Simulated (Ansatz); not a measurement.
InSe:
```
CELL_PARAMETERS angstrom
      1.98310    -5.47964     0.00000
      1.98310     5.47964     0.00000
      0.00000     0.00000    33.00000
ATOMIC_POSITIONS crystal
  In 0.12108 0.87892 0.49042
  Se 0.71680 0.28320 0.44931
  In 0.87892 0.12108 0.50958
  Se 0.28320 0.71680 0.55069
```
The layer is periodic in x and y and isolated along z.

Relaxed with LDA.

Tabulate the total density of states from plane-wave PAW LDA (Ansatz code).

States/eV per cell of 4 atoms, means over 0.25 eV bins, energy of the bin centre from the valence-band maximum.

| E (eV) | total |
|---|---|
| -7.85 | 0.00 |
| -7.60 | 0.00 |
| -7.35 | 0.00 |
| -7.10 | 0.00 |
| -6.85 | 0.00 |
| -6.60 | 0.00 |
| -6.35 | 0.00 |
| -6.10 | 0.51 |
| -5.85 | 4.43 |
| -5.60 | 2.09 |
| -5.35 | 0.97 |
| -5.10 | 1.87 |
| -4.85 | 1.20 |
| -4.60 | 2.04 |
| -4.35 | 1.86 |
| -4.10 | 0.86 |
| -3.85 | 0.17 |
| -3.60 | 0.01 |
| -3.35 | 1.16 |
| -3.10 | 1.42 |
| -2.85 | 2.21 |
| -2.60 | 4.23 |
| -2.35 | 4.98 |
| -2.10 | 2.94 |
| -1.85 | 3.97 |
| -1.60 | 3.20 |
| -1.35 | 4.12 |
| -1.10 | 6.79 |
| -0.85 | 2.36 |
| -0.60 | 0.91 |
| -0.35 | 0.84 |
| -0.10 | 0.87 |
| 0.15 | 0.00 |
| 0.40 | 0.00 |
| 0.65 | 0.00 |
| 0.90 | 0.00 |
| 1.15 | 0.00 |
| 1.40 | 0.00 |
| 1.65 | 0.10 |
| 1.90 | 0.96 |
| 2.15 | 3.33 |
| 2.40 | 4.40 |
| 2.65 | 4.02 |
| 2.90 | 1.71 |
| 3.15 | 1.29 |
| 3.40 | 1.77 |
| 3.65 | 2.91 |
| 3.90 | 2.96 |
| 4.15 | 0.97 |
| 4.40 | 3.73 |
| 4.65 | 3.51 |
| 4.90 | 2.53 |
| 5.15 | 3.91 |
| 5.40 | 2.50 |

Space group C2/m. The layer was cut from a bulk entry of the Materials Project (measured or hypothetical); whether that bulk phase is the ambient one, and whether the layer has been isolated, was not checked. The LDA relaxation kept the symmetry of its start; whether a distortion lowers the energy is not shown. Scalar-relativistic: spin–orbit coupling is off unless named, which matters more the heavier the elements.

Potentials: the later of the program's two PAW sets.
